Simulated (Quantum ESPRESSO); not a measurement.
## NSi7 (a curve over strain)

A calculation, not a measurement. The program is pw.x of Quantum ESPRESSO 7.5 (plane-wave density functional theory). The cell is made up: 8 atoms on a zincblende/diamond lattice, with randomly drawn elements, strain and displacements, not relaxed. PseudoDojo standard norm-conserving files (v0.5 for PBE, v0.4.1 for LDA and PBEsol) set the functional; there is no spin polarisation, spin-orbit coupling or dispersion term, and the masses in the input are unused placeholders. A spin-polarised start on this cell or one of its family kept no moment.

Seven runs add a strain to one cell (shear xy, as the tensor component); the atoms follow the cell and are not relaxed. Stress in the table is positive in tension.

Input of the run at -0.0010:

```
&control calculation='scf', pseudo_dir='./dojo.nc.sr.pbe.v0_5.standard.upf', outdir='./o', disk_io='medium', tprnfor=.true., tstress=.true. /
&system ibrav=0, nat=8, ntyp=2, nbnd=27, ecutwfc=84.00895049, nosym=.true., tot_charge=0,
 occupations='smearing', smearing='fd', degauss=0.0073498644
/
&electrons conv_thr=7.350e-09, electron_maxstep=60, /
ATOMIC_SPECIES
N 1.0 N.upf
Si 1.0 Si.upf
CELL_PARAMETERS angstrom
5.5945 -0.0323 -0.0949
-0.0323 5.5528 -0.089
-0.0948 -0.0889 5.5952
ATOMIC_POSITIONS angstrom
N -0.0291 -0.0332 -0.0153
Si -0.0914 2.7484 2.7626
Si 2.7188 -0.0456 2.7435
Si 2.7841 2.7551 -0.1048
Si 1.341 1.3582 1.2972
Si 1.3508 4.0851 4.094
Si 4.1344 1.3348 4.1049
Si 4.1382 4.1117 1.2804
K_POINTS automatic
6 6 6 1 1 1
```

| added strain | free energy less that of the input shown (eV) | stress xx (GPa) | stress yy (GPa) | stress zz (GPa) | stress xy (GPa) | pressure (GPa) | iterations |
| --- | --- | --- | --- | --- | --- | --- | --- |
| -0.0206 | 0.0650 | 10.64 | 10.06 | 10.70 | -2.78 | -10.47 | 11 |
| -0.0175 | 0.0488 | 10.70 | 10.12 | 10.73 | -2.42 | -10.52 | 11 |
| -0.0082 | 0.0136 | 10.83 | 10.24 | 10.80 | -1.33 | -10.62 | 11 |
| -0.0010 | 0.0000 | 10.89 | 10.29 | 10.82 | -0.49 | -10.67 | 11 |
| +0.0057 | -0.0019 | 10.91 | 10.31 | 10.83 | 0.29 | -10.68 | 11 |
| +0.0183 | 0.0227 | 10.85 | 10.24 | 10.79 | 1.75 | -10.63 | 11 |
| +0.0224 | 0.0384 | 10.81 | 10.20 | 10.76 | 2.23 | -10.59 | 11 |

A cubic fit gives a slope of stress xy against the added strain of 116 GPa at zero added strain, with the atoms clamped. Across the table the free energy follows the integral of the stress to within 0.4 meV. A rerun of one of the cells at 1437 eV and a 8 x 8 x 8 mesh moved values by no more than 0.014 eV in energy, 0.03 GPa in stress and 0.006 eV/Å in force.